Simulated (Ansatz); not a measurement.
An Ansatz (a program for electronic structure) run. Input:

Ansatz 0.2 input:
```yaml
crystal:
  lattice:
    - [0.0, 3.5911682644, 3.5911682644]
    - [3.5911682644, 0.0, 3.5911682644]
    - [3.5911682644, 3.5911682644, 0.0]
  atoms:
    - { symbol: K, position: [0.0, 0.0, 0.0] }
    - { symbol: I, position: [0.5, 0.5, 0.5] }
kpoints:
  mp_grid: { grid: [7, 7, 7] }
hamiltonian:
  xc: pbe
  pseudopotentials: { kind: paw }
scf:
  occupations: { method: fixed }
elastic: { mode: relaxed_ion, stencil: two_point, amplitude: 0.005, f_tol: 0.0005 }
```

Output (shortened):

```
Pseudopotential: K, paw, valence charge 9
Pseudopotential: I, paw, valence charge 17
Functional definition: PBE
Crystal: 2 atoms, lattice volume = 92.627 Å³
Basis set: ecut = 420 eV, 1837 PW (Γ), exchange–correlation on 72×72×72 points (8 copies of the dense FFT grid, shifted against one another)
Bands: 17, of which v1, the nominal top of the filled ones, is band 13 counted from 1 (12 counted from 0)
Symmetry: 48 space group operations
Space group: Fm-3m (ITA 225), of the structure as read, at distance tolerance 4.5e-5 Å
k-points: 20 of 343
SCF iter   1: F=—  HF=-9053.698289 eV  |F-HF|=—  |Δ(HF+E_count)|=         —  Δρ=2.26e-4  dr2=2.42e-5  ethr=1.77e-3  ⟨swp⟩=5.8  Hψ=1567  notcnv=0  defer=37
preconditioner: auto → none
SCF iter   2: F=—  HF=-9053.697706 eV  |F-HF|=—  |Δ(HF+E_count)|=   5.83e-4  Δρ=2.08e-4  dr2=6.19e-5  ethr=9.32e-8  ⟨swp⟩=3.8  Hψ=1076  notcnv=0  defer=38
SCF iter   3: F=—  HF=-9053.697689 eV  |F-HF|=—  |Δ(HF+E_count)|=   1.64e-5  Δρ=9.16e-5  dr2=8.04e-6  ethr=9.32e-8  ⟨swp⟩=2.0  Hψ=600  notcnv=0  defer=38
SCF iter   4: F=—  HF=-9053.697700 eV  |F-HF|=—  |Δ(HF+E_count)|=   1.10e-5  Δρ=1.84e-5  dr2=3.38e-7  ethr=3.09e-8  ⟨swp⟩=2.0  Hψ=600  notcnv=0  defer=37
SCF iter   5: F=—  HF=-9053.697700 eV  |F-HF|=—  |Δ(HF+E_count)|=   4.53e-7  Δρ=4.05e-6  dr2=2.46e-8  ethr=1.30e-9  ⟨swp⟩=2.0  Hψ=600  notcnv=0  defer=35
SCF iter   6: F=—  HF=-9053.697700 eV  |F-HF|=—  |Δ(HF+E_count)|=   1.08e-8  Δρ=1.44e-6  dr2=3.32e-9  ethr=9.47e-11  ⟨swp⟩=2.0  Hψ=600  notcnv=0  defer=35
SCF iter   7: F=—  HF=-9053.697700 eV  |F-HF|=—  |Δ(HF+E_count)|=   1.74e-9  Δρ=4.83e-7  dr2=2.72e-10  ethr=1.28e-11  ⟨swp⟩=2.0  Hψ=600  notcnv=0  defer=35
SCF iter   8: F=—  HF=-9053.697700 eV  |F-HF|=—  |Δ(HF+E_count)|=  1.67e-10  Δρ=1.18e-7  dr2=1.16e-11  ethr=1.04e-12  ⟨swp⟩=2.0  Hψ=600  notcnv=0  defer=35
SCF iter  10: F=-9053.697700 eV  HF=-9053.697700 eV  |F-HF|=3.64e-12  |Δ(HF+E_count)|=    0.00e0  Δρ=5.61e-10  dr2=2.25e-16  ethr=1.00e-12  ⟨swp⟩=8.1  Hψ=2313  notcnv=0
SCF 1 converged in 10 iterations: F = -9053.697700 eV  dr2 = 2.25e-16
Crystal: 2 atoms, lattice volume = 92.164 Å³
Basis set: ecut = 420 eV, 1811 PW (Γ), exchange–correlation on 72×72×72 points (8 copies of the dense FFT grid, shifted against one another)
Symmetry: 16 space group operations
k-points: 40 of 343
iter 1 solved again at ethr=2.62e-7 eV; its pass at ethr=3.10e-3 eV (dr2=6.82e-5 eV) is discarded
SCF iter   1: F=—  HF=-9053.697553 eV  |F-HF|=—  |Δ(HF+E_count)|=         —  Δρ=1.71e-4  dr2=6.24e-5  ethr=2.62e-7  ⟨swp⟩=3.0  Hψ=4118  notcnv=0  defer=80
preconditioner: auto → none
SCF iter   2: F=—  HF=-9053.697525 eV  |F-HF|=—  |Δ(HF+E_count)|=   2.78e-5  Δρ=6.37e-5  dr2=4.68e-6  ethr=2.40e-7  ⟨swp⟩=2.0  Hψ=939  notcnv=0  defer=73
SCF iter   3: F=—  HF=-9053.697524 eV  |F-HF|=—  |Δ(HF+E_count)|=   7.56e-7  Δρ=2.54e-5  dr2=6.81e-7  ethr=1.80e-8  ⟨swp⟩=2.7  Hψ=1186  notcnv=0  defer=52
SCF iter   4: F=—  HF=-9053.697525 eV  |F-HF|=—  |Δ(HF+E_count)|=   6.61e-7  Δρ=4.42e-6  dr2=2.48e-8  ethr=2.62e-9  ⟨swp⟩=2.5  Hψ=908  notcnv=0  defer=48
SCF iter   5: F=—  HF=-9053.697525 eV  |F-HF|=—  |Δ(HF+E_count)|=   9.39e-9  Δρ=1.00e-6  dr2=6.63e-10  ethr=9.56e-11  ⟨swp⟩=2.6  Hψ=1130  notcnv=0  defer=48
SCF iter   6: F=—  HF=-9053.697525 eV  |F-HF|=—  |Δ(HF+E_count)|=  8.62e-10  Δρ=1.88e-7  dr2=1.89e-11  ethr=2.55e-12  ⟨swp⟩=2.0  Hψ=1054  notcnv=0  defer=48
SCF iter   7: F=—  HF=-9053.697525 eV  |F-HF|=—  |Δ(HF+E_count)|=  5.82e-11  Δρ=1.93e-8  dr2=2.46e-13  ethr=7.26e-14 (applied; sched 1.00e-12)  ⟨swp⟩=2.6  Hψ=1151  notcnv=0  defer=48
SCF iter   8: F=-9053.697525 eV  HF=-9053.697525 eV  |F-HF|=3.64e-12  |Δ(HF+E_count)|=  1.82e-12  Δρ=3.11e-9  dr2=5.22e-15  ethr=1.00e-12  ⟨swp⟩=5.0  Hψ=2295  notcnv=0
SCF 2 converged in 8 iterations: F = -9053.697525 eV  dr2 = 5.22e-15
Crystal: 2 atoms, lattice volume = 93.090 Å³
iter 1 solved again at ethr=5.52e-9 eV; its pass at ethr=3.10e-3 eV (dr2=1.43e-6 eV) is discarded
SCF iter   1: F=—  HF=-9053.694651 eV  |F-HF|=—  |Δ(HF+E_count)|=         —  Δρ=2.00e-4  dr2=1.40e-6  ethr=5.52e-9  ⟨swp⟩=2.1  Hψ=3312  notcnv=0  defer=50
preconditioner: auto → none
SCF iter   2: F=—  HF=-9053.696806 eV  |F-HF|=—  |Δ(HF+E_count)|=   2.16e-3  Δρ=1.00e-4  dr2=4.23e-7  ethr=5.39e-9  ⟨swp⟩=2.3  Hψ=1052  notcnv=0  defer=77
SCF iter   3: F=—  HF=-9053.697319 eV  |F-HF|=—  |Δ(HF+E_count)|=   5.13e-4  Δρ=5.49e-5  dr2=1.05e-7  ethr=1.63e-9  ⟨swp⟩=2.0  Hψ=1030  notcnv=0  defer=77
SCF iter   4: F=—  HF=-9053.697532 eV  |F-HF|=—  |Δ(HF+E_count)|=   2.14e-4  Δρ=4.31e-6  dr2=3.13e-9  ethr=4.05e-10  ⟨swp⟩=2.0  Hψ=961  notcnv=0  defer=77
SCF iter   5: F=—  HF=-9053.697533 eV  |F-HF|=—  |Δ(HF+E_count)|=   9.62e-7  Δρ=7.35e-7  dr2=9.36e-10  ethr=1.20e-11  ⟨swp⟩=2.0  Hψ=1200  notcnv=0  defer=77
SCF iter   6: F=—  HF=-9053.697533 eV  |F-HF|=—  |Δ(HF+E_count)|=   5.37e-9  Δρ=9.52e-8  dr2=1.68e-11  ethr=3.60e-12  ⟨swp⟩=2.0  Hψ=840  notcnv=0  defer=77
SCF iter   7: F=—  HF=-9053.697533 eV  |F-HF|=—  |Δ(HF+E_count)|=  1.46e-11  Δρ=3.51e-8  dr2=2.20e-12  ethr=6.44e-14 (applied; sched 1.00e-12)  ⟨swp⟩=2.0  Hψ=860  notcnv=0  defer=77
SCF iter   8: F=-9053.697533 eV  HF=-9053.697533 eV  |F-HF|=1.82e-12  |Δ(HF+E_count)|=  1.82e-12  Δρ=3.69e-9  dr2=1.29e-14  ethr=1.00e-12  ⟨swp⟩=3.9  Hψ=2715  notcnv=0
SCF 3 converged in 8 iterations: F = -9053.697533 eV  dr2 = 1.29e-14
Crystal: 2 atoms, lattice volume = 92.626 Å³
Basis set: ecut = 420 eV, 1825 PW (Γ), exchange–correlation on 72×72×72 points (8 copies of the dense FFT grid, shifted against one another)
Symmetry: 8 space group operations
k-points: 64 of 343
iter 1 solved again at ethr=9.11e-8 eV; its pass at ethr=3.10e-3 eV (dr2=2.37e-5 eV) is discarded
SCF iter   1: F=—  HF=-9053.697624 eV  |F-HF|=—  |Δ(HF+E_count)|=         —  Δρ=8.90e-5  dr2=4.19e-6  ethr=9.11e-8  ⟨swp⟩=3.0  Hψ=6558  notcnv=0  defer=128
preconditioner: auto → none
SCF iter   2: F=—  HF=-9053.697662 eV  |F-HF|=—  |Δ(HF+E_count)|=   3.82e-5  Δρ=4.19e-5  dr2=9.80e-7  ethr=1.61e-8  ⟨swp⟩=1.8  Hψ=1177  notcnv=0  defer=87
SCF iter   3: F=—  HF=-9053.697676 eV  |F-HF|=—  |Δ(HF+E_count)|=   1.37e-5  Δρ=3.43e-6  dr2=7.95e-9  ethr=3.77e-9  ⟨swp⟩=2.0  Hψ=1594  notcnv=0  defer=65
SCF iter   4: F=—  HF=-9053.697676 eV  |F-HF|=—  |Δ(HF+E_count)|=   2.45e-8  Δρ=8.16e-7  dr2=5.59e-10  ethr=3.06e-11  ⟨swp⟩=2.4  Hψ=1879  notcnv=0  defer=65
SCF iter   5: F=—  HF=-9053.697676 eV  |F-HF|=—  |Δ(HF+E_count)|=  2.73e-10  Δρ=2.13e-7  dr2=4.02e-11  ethr=2.15e-12  ⟨swp⟩=2.0  Hψ=1920  notcnv=0  defer=65
SCF iter   6: F=—  HF=-9053.697676 eV  |F-HF|=—  |Δ(HF+E_count)|=  6.55e-11  Δρ=6.62e-8  dr2=1.26e-12  ethr=1.55e-13 (applied; sched 1.00e-12)  ⟨swp⟩=3.0  Hψ=1919  notcnv=0  defer=65
SCF iter   7: F=-9053.697676 eV  HF=-9053.697676 eV  |F-HF|=3.64e-12  |Δ(HF+E_count)|=  3.64e-11  Δρ=6.82e-9  dr2=2.09e-14  ethr=1.00e-12  ⟨swp⟩=5.0  Hψ=3814  notcnv=0
SCF 4 converged in 7 iterations: F = -9053.697676 eV  dr2 = 2.09e-14
Crystal: 2 atoms, lattice volume = 92.626 Å³
iter 1 solved again at ethr=4.06e-10 eV; its pass at ethr=3.10e-3 eV (dr2=1.06e-7 eV) is discarded
SCF iter   1: F=—  HF=-9053.697353 eV  |F-HF|=—  |Δ(HF+E_count)|=         —  Δρ=7.13e-5  dr2=1.05e-7  ethr=4.06e-10  ⟨swp⟩=2.1  Hψ=5420  notcnv=0  defer=75
preconditioner: auto → none
SCF iter   2: F=—  HF=-9053.697594 eV  |F-HF|=—  |Δ(HF+E_count)|=   2.41e-4  Δρ=3.57e-5  dr2=2.74e-8  ethr=4.03e-10  ⟨swp⟩=2.0  Hψ=1536  notcnv=0  defer=76
SCF iter   3: F=—  HF=-9053.697674 eV  |F-HF|=—  |Δ(HF+E_count)|=   7.95e-5  Δρ=5.24e-6  dr2=3.73e-9  ethr=1.05e-10  ⟨swp⟩=2.0  Hψ=1536  notcnv=0  defer=93
SCF iter   4: F=—  HF=-9053.697676 eV  |F-HF|=—  |Δ(HF+E_count)|=   1.64e-6  Δρ=4.44e-7  dr2=9.20e-11  ethr=1.43e-11  ⟨swp⟩=2.0  Hψ=1920  notcnv=0  defer=95
SCF iter   5: F=—  HF=-9053.697676 eV  |F-HF|=—  |Δ(HF+E_count)|=   8.13e-9  Δρ=7.66e-8  dr2=5.24e-12  ethr=3.54e-13 (applied; sched 1.00e-12)  ⟨swp⟩=2.0  Hψ=1529  notcnv=0  defer=95
SCF iter   6: F=—  HF=-9053.697676 eV  |F-HF|=—  |Δ(HF+E_count)|=  1.29e-10  Δρ=1.95e-8  dr2=7.88e-13  ethr=2.02e-14 (applied; sched 1.00e-12)  ⟨swp⟩=2.0  Hψ=1575  notcnv=0  defer=95
SCF iter   7: F=-9053.697676 eV  HF=-9053.697676 eV  |F-HF|=1.82e-12  |Δ(HF+E_count)|=  3.64e-12  Δρ=4.05e-9  dr2=3.53e-14  ethr=1.00e-12  ⟨swp⟩=3.6  Hψ=4491  notcnv=0
SCF 5 converged in 7 iterations: F = -9053.697676 eV  dr2 = 3.53e-14
SCF converged after 10 iterations
Free energy (F): -9053.697700 eV
Harris-Foulkes:  -9053.697700 eV  (|F-HF|=3.64e-12)
Internal energy: -9053.697700 eV  (E = F + TS)
E sigma→0 (E₀):  -9053.697700 eV
Fermi energy:    1.892114 eV
--- Per-component energies (eV) ---
  E_band       = -531.233558
  E_kinetic    = 442.607418
  E_local      = -2887.721986  (includes V_loc(G=0)·N_el)
  E_nonlocal   = -77.462763
  E_hartree    = 1365.944942
  E_xc         = -263.263697
  E_vxc        = -293.496932  (∫ρ·V_xc dr)
  E_paw        = -5599.002455  (= ΣΔE_a)
  E_vpaw       = -447.049166  (= ΣTr[D̂ρ^β])
  E_aug_tail   = -0.000010  (compensation charges beyond the density's cutoff)
  E_ewald      = -2034.799147
  E_smearing   =  0.000000  (= −TS)
  E_closure    = 0.000000  (closes the sum)
  Σ components = -9053.697700   (vs F -9053.697700, Δ=0.00e0)
  [band-id]    e_kinetic+e_local+e_nonlocal+2·e_hartree+e_vxc+e_vpaw+e_augmentation_tail = -531.233557   (vs E_band -531.233558, Δ=7.58e-7)
--- Forces (eV/Å), atoms counted from 1 ---
  atom   1  K      0.00000000     0.00000000     0.00000000
  atom   2  I      0.00000000     0.00000000     0.00000000
  max |Σ_I F_I| component: 0.0 eV/Å
--- Stress (GPa, compression-positive) ---
       -0.000093       0.000000       0.000000
        0.000000      -0.000093       0.000000
        0.000000       0.000000      -0.000093
  P = ⅓ Tr σ = -0.0001 GPa (-0.001 kbar)
--- Band table (eV; the first three rows and the last of 20) ---
  k-point 0: bands = ["-40.8107", "-40.8107", "-40.8083", "-40.8083", "-40.8083", "-26.6924", "-10.1747", "-10.1747", "-10.1747", "-8.5396", "1.8921", "1.8921", "1.8921", "5.7477", "8.4131", "8.4131", "8.4131"]
  k-point 1: bands = ["-40.8107", "-40.8107", "-40.8083", "-40.8083", "-40.8083", "-26.6921", "-10.1971", "-10.1750", "-10.1750", "-8.4969", "1.5972", "1.8319", "1.8319", "6.2069", "8.3242", "8.6199", "8.6199"]
  k-point 2: bands = ["-40.8107", "-40.8107", "-40.8083", "-40.8083", "-40.8083", "-26.6915", "-10.2441", "-10.1759", "-10.1759", "-8.4034", "1.0722", "1.7042", "1.7042", "6.9938", "8.5507", "9.1413", "9.1413"]
  k-point 19: bands = ["-40.8107", "-40.8107", "-40.8083", "-40.8082", "-40.8082", "-26.6904", "-10.2223", "-10.2015", "-10.1899", "-8.3695", "1.1664", "1.1816", "1.4560", "7.9776", "8.5113", "8.7165", "9.9168"]
--- Elastic constants: 2 strain directions × 2 members + reference (group order 48) ---
  dense FFT box of the reference and of every strained cell: 36×36×36
  strains applied: 11, 23; error gains: componentwise 1.00 (the most a stress slope's error grows in a printed constant), spectral 1.73 (1 for all six strains …
  C = ∂σ_k/∂η_j (tension-positive GPa; Voigt order 11 22 33 23 13 12):
        24.082      3.848      3.848      0.000      0.000      0.000
         3.848     24.082      3.848      0.000      0.000      0.000
         3.848      3.848     24.082      0.000      0.000      0.000
         0.000      0.000      0.000      3.761      0.000      0.000
         0.000      0.000      0.000      0.000      3.761      0.000
         0.000      0.000      0.000      0.000      0.000      3.761
  reference stress σ⁰ (GPa):      0.000      0.000      0.000      0.000      0.000      0.000
  C* (energy form; C + prestress term) asymmetry max|C*_kj − C*_jk| = 8.882e-16 GPa — a small one proves nothing (zero by symmetry where the batch's group is …
  moduli (Voigt/Reuss/Hill, GPa): K = 10.59/10.59/10.59   G = 6.30/5.02/5.66   E = 14.42   ν = 0.273
  mechanically stable: yes (min eigenvalue of sym C = 3.76 GPa)
  where every solve meets its electron count the energy-path curvature estimates C_jj along a normal strain and C_jj − ¼(σ⁰_aa + σ⁰_bb) along a shear (ab), of …
  strain η (Voigt 11):  stress-route row diagonal C_11 = 24.08 GPa, energy-path curvature d²(F+E_count+ΔE)/dδ²/Ω₀ = 24.11 GPa
         δ    σ_11 (GPa)             F (eV)   n_scf  n_hpsi   n_pw
    -5.000e-3      -0.1246       -9053.6975249       8   13449   1824   relax 0 steps, max|allowed force component| 0.0 eV/Å
     5.000e-3       0.1162       -9053.6975335       8   12636   1837   relax 0 steps, max|allowed force component| 0.0 eV/Å
  strain η (Voigt 23):  stress-route row diagonal C_44 = 3.76 GPa, energy-path curvature d²(F+E_count+ΔE)/dδ²/Ω₀ = 3.75 GPa
         δ    σ_23 (GPa)             F (eV)   n_scf  n_hpsi   n_pw
    -5.000e-3      -0.0188       -9053.6976756       7   19937   1831   relax 0 steps, max|allowed force component| 0.0 eV/Å
     5.000e-3       0.0188       -9053.6976756       7   19081   1831   relax 0 steps, max|allowed force component| 0.0 eV/Å
```

Cost: around 27 core-seconds (rough) on shared cores.

The cell was relaxed with PBE under the symmetry of its start; phonons on a q-mesh show no instability. Scalar-relativistic: spin–orbit coupling is off unless named, which matters more the heavier the elements.

Potentials: the later of the program's two PAW sets.

Ansatz is a plane-wave DFT program.
